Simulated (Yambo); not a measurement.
Cs2NaInH6 (space group Fm-3m, No. 225), G0W0@LDA in Yambo; all else as in the reference (2×2×2 Γ-centred k mesh, bands 2 to 310 and a 8 Ry block in the screening, 310 bands in G with the Bruneval-Gonze terminator, plasmon pole fitted at 27.2 eV). One parameter is varied: the cutoff of the wavefunctions in Yambo, over 10, 20, 30, 50, 88 Ry.

Task: From which value on does the gap X → Γ stay within 0.05 eV of the largest setting?

Result: From 20 Ry on.
```
cutoff of the wavefunctions in Yambo (Ry)  G0W0 gap (eV)  valence shift (eV)
-----------------------------------------  -------------  ------------------
10                                                  2.54               -0.97
20                                                  2.38               -0.92
30                                                  2.36               -0.93
50                                                  2.36               -0.93
88                                                  2.36               -0.93
```
The last step of the sweep still moves the gap by 0 meV; the other settings are held fixed.

The standard potential for In keeps a d shell in the valence without the s and p states of that shell. In tests on such compounds this moved G0W0 gaps by up to about 0.9 eV, so absolute quasiparticle energies here are unreliable; differences between settings are what counts.

Spin-orbit coupling is not included.

Geometry of the Materials Project entry, not relaxed at this level; primitive cell a = b = c = 6.2617 Å, α = β = γ = 60.00°.

The structure is a Materials Project entry; no match was found in the copy of COD used, and its stability was not checked.

A shift is the quasiparticle energy of the state minus its LDA energy.
